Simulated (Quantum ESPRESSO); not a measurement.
**How shieldings converge in SiC**

```xyz
4
Lattice="3.0735 0.0000 0.0000 -1.5368 2.6617 0.0000 0.0000 0.0000 5.0452" Properties=species:S:1:pos:R:3 pbc="T T T"
Si     0.0000     1.7745     2.5206
Si     1.5368     0.8872     5.0432
C      0.0000     1.7745     4.4166
C      1.5368     0.8872     1.8940
```
The cell comes from the Materials Project (a computed structure). It is SiC in P6₃mc. Stability against distortions was not tested.

Method: PBE GIPAW on JTH datasets (Quantum ESPRESSO, modified build); kept fixed: 20 Ha, k-mesh 9×9×5 shifted. These are absolute shieldings with no macroscopic susceptibility term; δ = σ_ref − σ needs a reference computed alike. The datasets of Si hold no d projectors, which limits absolute σ on these atoms.

```csv
conv_threshold of gipaw.x,σ_iso C (ppm),f-sum rule missed by (%)
1e-06,149.3,0.12
1e-08,146.9,0.05
1e-10,147.2,0.05
1e-12,147.2,0.05
1e-14,147.2,0.05
```

Largest spread: σ_iso C (ppm) moves over 2.4 across the rows.
